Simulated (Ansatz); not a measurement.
## All-electron card of Zr3Ag

```
Zr Ag
1.0
     4.56600    0.00000    0.00000
     0.00000    4.56600    0.00000
     0.00000    0.00000    3.98600
Zr Ag
3 1
Direct
  0.50000 0.50000 0.00000
  0.00000 0.50000 0.50000
  0.50000 0.00000 0.50000
  0.00000 0.00000 0.00000
```

Atoms are numbered in the order listed.

The geometry is COD entry 1509571, unchecked; take it as a test cell.

Spin polarisation is left out, and whether a magnetic state lies lower isn't shown here.

All numbers are computed: DFT, LDA, all-electron LAPW, scalar-relativistic (Ansatz 0.2.0); DFT, LDA, PAW with Ansatz's default frozen-core files, scalar-relativistic (Ansatz 0.2.0).

For LAPW: a Γ-centred 7×7×8 k mesh, Fermi–Dirac smearing of 0.05 eV, basis error target 1 meV/atom, no spin polarisation. PAW takes a cutoff of 420 eV at this cell (files made with PBE, cores remade for this functional). The Ansatz runs share mesh, smearing and spin set-up. Values come from LAPW unless marked.

```
Band gap                                          : none: with an odd electron count and no spin polarisation the bands can't all be full, a metal in this set-up (in compounds, spin order or a distortion in a larger cell can open a gap)
Bader charges (from the PAW run)                  : Zr1 +0.28, Zr2 +0.56, Ag4 -1.40 e
Density of states at the Fermi level (0.2 eV bin) : 5.53 states/eV per cell
Volume per atom                                   : 20.78 Å³
```

Predict this quantity. Pressure at this cell.

-4.96 GPa.

Give the computed value. Stress xx, yy, zz (compression positive).

-5.80, -5.80, -3.27 GPa.

Give the computed value. Löwdin charges (with 0.32 e of the cell spilling out of the atomic basis, so their sizes and signs hang on that basis).

Zr1 -0.10, Zr2 -0.01, Ag4 0.43 e.
